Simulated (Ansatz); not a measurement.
AlAs:
```
CELL_PARAMETERS angstrom
      0.00000     2.81442     2.81442
      2.81442     0.00000     2.81442
      2.81442     2.81442     0.00000
ATOMIC_POSITIONS crystal
  Al 0.00000 0.00000 0.00000
  As 0.25000 0.25000 0.25000
```

Relaxed with LDA. Special points in fractions of this cell's reciprocal vectors: Γ (0.000, 0.000, 0.000); X (0.500, 0.000, 0.500); U (0.625, 0.250, 0.625); K (0.375, 0.375, 0.750); L (0.500, 0.500, 0.500); W (0.500, 0.250, 0.750).

Q: List the band energies nearest the valence-band maximum at these points for LDA in the plane-wave PAW code Ansatz.

A: In eV from the valence-band maximum; about four levels below and three above (degenerate sets whole), none deeper than 8.9 eV; points with the same levels are listed once.

| k | below | above |
|---|---|---|
| Γ | 0.00 0.00 0.00 | 1.98 4.30 4.30 4.30 |
| X | -5.49 -2.20 -2.20 | 1.32 2.22 10.32 10.32 |
| U | -5.23 -3.49 -1.83 | 2.15 4.94 8.19 |
| L | -5.66 -0.83 -0.83 | 2.08 4.67 4.67 |
| W | -5.13 -3.25 -2.88 | 4.26 5.66 5.69 |

Space group F-43m (zinc blende). The LDA relaxation kept the symmetry of its start; phonons on a q-mesh show no instability. Scalar-relativistic: spin–orbit coupling is off unless named, which matters more the heavier the elements.

Potentials: the earlier of the program's two PAW sets.
